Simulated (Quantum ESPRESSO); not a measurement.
Band energies of Ba2CaTeO6

```
Ba2CaTeO6
1.0
    0.00000     4.25432     4.25432
    4.25432     0.00000     4.25432
    4.25432     4.25432     0.00000
O Ca Te Ba
6 1 1 2
Direct
  0.72993   0.27007   0.72993
  0.27007   0.72993   0.27007
  0.72993   0.27007   0.27007
  0.27007   0.72993   0.72993
  0.72993   0.72993   0.27007
  0.27007   0.27007   0.72993
  0.00000   0.00000   0.00000
  0.50000   0.50000   0.50000
  0.75000   0.75000   0.75000
  0.25000   0.25000   0.25000
```

LDA (Quantum ESPRESSO, PseudoDojo norm-conserving, 84 Ry, scalar-relativistic); path ΓXWKΓLUWLK,UX; energies in eV from the valence-band maximum.

```
k (1/Å)  point  band 37  band 38  band 39  band 40  band 41  band 42  band 43  band 44
-------  -----  -------  -------  -------  -------  -------  -------  -------  -------
0.00         Γ    -0.70    -0.70     0.00     0.00     0.00     2.85     4.65     4.65
0.49              -0.95    -0.95    -0.62    -0.62    -0.03     3.49     5.77     5.93
0.74         X    -0.98    -0.98    -0.92    -0.92    -0.04     3.39     6.18     6.43
0.74         W    -1.14    -1.10    -1.00    -0.36    -0.36     3.68     6.46     6.46
1.00         K    -1.06    -1.01    -0.76    -0.70    -0.18     3.65     6.39     6.40
1.20              -1.02    -0.96    -0.55    -0.41    -0.31     3.86     5.91     6.08
1.59              -0.76    -0.72    -0.12    -0.10    -0.04     3.13     4.88     4.91
1.78         Γ    -0.70    -0.70     0.00     0.00     0.00     2.85     4.65     4.65
1.94              -0.72    -0.72    -0.07    -0.07    -0.03     3.05     4.81     4.81
2.26              -0.89    -0.84    -0.32    -0.32    -0.23     3.92     5.64     5.69
2.42         L    -0.94    -0.79    -0.36    -0.36    -0.29     4.10     5.67     5.98
2.65              -0.98    -0.91    -0.54    -0.45    -0.28     3.92     6.02     6.16
2.87         U    -1.06    -1.01    -0.76    -0.70    -0.18     3.65     6.39     6.40
2.87         W    -1.14    -1.10    -1.00    -0.36    -0.36     3.68     6.46     6.46
3.14              -1.02    -0.95    -0.64    -0.36    -0.34     3.87     6.12     6.23
3.40         L    -0.94    -0.79    -0.36    -0.36    -0.29     4.10     5.67     5.98
3.62              -0.98    -0.91    -0.54    -0.45    -0.28     3.92     6.02     6.16
3.85         K    -1.06    -1.01    -0.76    -0.70    -0.18     3.65     6.39     6.40
3.85         U    -1.06    -1.01    -0.76    -0.70    -0.18     3.65     6.39     6.40
4.11         X    -0.98    -0.98    -0.92    -0.92    -0.04     3.39     6.18     6.43
```

The LDA gap is direct, 2.85 eV at Γ.

Without spin-orbit coupling, band edges of such heavy elements can be off by tenths of an eV.

Geometry of the Materials Project entry, not relaxed at this level.
